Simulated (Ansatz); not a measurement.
**Data sheet: NbAg (DFT)**

NbAg:
```cif
data_Ag4Nb4
_chemical_formula_sum 'Ag4 Nb4'
_space_group_name_H-M_alt 'Fm-3m'
_space_group_IT_number 225
_space_group_name_Hall '-F 4 2 3'
_cell_length_a 5.38120
_cell_length_b 5.38120
_cell_length_c 5.38120
_cell_angle_alpha 90.000
_cell_angle_beta 90.000
_cell_angle_gamma 90.000
loop_
_atom_site_label
_atom_site_type_symbol
_atom_site_symmetry_multiplicity
_atom_site_Wyckoff_symbol
_atom_site_fract_x
_atom_site_fract_y
_atom_site_fract_z
_atom_site_occupancy
Ag1 Ag 4 a 0.00000 0.00000 0.00000 1
Nb1 Nb 4 b 0.50000 0.50000 0.50000 1
```
(The calculation used a cell of 2 atoms; values per cell refer to that cell.)

Space group Fm-3m (No. 225), rock salt; conventional cell a = 5.381 Å, b = 5.381 Å, c = 5.381 Å, α = 90.00°, β = 90.00°, γ = 90.00°.

Method: DFT-PBEsol in the program Ansatz with PAW potentials. Geometry: relaxed at this level of theory. Other levels are named where they apply.

### Cell and energy

| Property | Value |
|---|---|
| Volume per atom | 19.48 Å³ |
| Density | 8.56 g/cm³ |
| Formation energy from the elements (no fitted shifts) | 1.19 eV/atom |

### Electronic structure

| Property | Value |
|---|---|
| Electronic character | metallic (no gap) |
| Density of states at the Fermi level | 1.5 states/eV per atom (mean over ±0.08 eV) |
| Gap with spin–orbit coupling | none (metallic) |

### Mechanics

| Item | Value |
|---|---|
| Bulk modulus (Birch–Murnaghan fit) | 135 GPa |
| Pressure derivative B′ | 4.7 |
| Elastic constants (relaxed ions, GPa) | C11 = 292, C12 = 56.5, C44 = -12.3 |
| Mechanical stability | unstable (C has a negative eigenvalue) |

### Phonons

| Item | Result |
|---|---|
| Highest zone-centre frequency | 175 cm⁻¹ |
| Zone-centre stability | no imaginary mode at Γ |

The start of the workflow was typed in or built on a structure type; neither database checked (COD, Materials Project) lists it. Whether it is the stable phase at ambient conditions was not checked. The cell was relaxed with PBEsol under the symmetry of its start. No spin polarisation was allowed. Its formation energy is positive at this level, so the cell may be metastable or incomplete. As this level gives no gap, shear constants depend on the k-mesh and smearing (Fermi–Dirac, 0.1 eV here). As this level gives no gap, phonon frequencies hold no LO–TO term and depend on the k-mesh and smearing (Fermi–Dirac, 0.1 eV here). The references are the lowest solids computed at this level, not always the standard phases. Spin–orbit coupling is left out wherever it is not named.

Potentials: the later of the program's two PAW sets.
